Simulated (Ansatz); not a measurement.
AlNi3 (Cu3Au type)

```xyz
4
Lattice="3.5668 0.0000 0.0000 0.0000 3.5668 0.0000 0.0000 0.0000 3.5668" Properties=species:S:1:pos:R:3 pbc="T T T"
Al     0.0000     0.0000     0.0000
Ni     0.0000     1.7834     1.7834
Ni     1.7834     0.0000     1.7834
Ni     1.7834     1.7834     0.0000
```

This relaxed cell (volume V₀) is scaled evenly in all directions, its shape held. Symmetry pins the atoms to their sites.

Computed with PBE (plane waves to 420 eV, PAW, scalar-relativistic; Ansatz, a first-principles code). k mesh 13×13×13 (Γ-centred), Fermi-Dirac smearing 0.05 eV. Energies are smeared free energies. Compression counts positive. AlNi3 was relaxed with its symmetry unable to fall. Relaxed AlNi3 ends ferromagnetic. Other magnetic orders were not checked, so this need not be the ground state. The zero of ΔE is the relaxed starting cell.

```tsv
V/V₀	ΔE (eV/atom)	P (GPa)	moment (μB/cell)
0.940	0.026	13.0	0.68
0.955	0.014	9.3	0.69
0.970	0.006	5.9	0.70
0.985	0.001	2.8	0.71
1.000	0.000	0.0	0.72
1.015	0.001	-2.6	0.73
1.030	0.005	-5.0	0.74
1.045	0.012	-7.2	0.74
1.060	0.021	-9.3	0.75
```

Read from the data:

The pressure at the smallest volume is 13.0 GPa and the energy cost of the largest compression is 26 meV/atom. The energy cost of the largest expansion is 21 meV/atom and the bulk modulus B₀ (third-order Birch-Murnaghan fit) comes out as 182 GPa. The pressure derivative B₀′ (fit) comes out as 4.6, the equilibrium volume of the fit comes out as 11.34 Å³/atom and the pressure for 5 % compression (fit) is 10.5 GPa.

The 9 points together took very roughly 2.5 core-minutes.

(Under strain, the slope of the energy per volume gives the stress and its curvature an elastic modulus.)
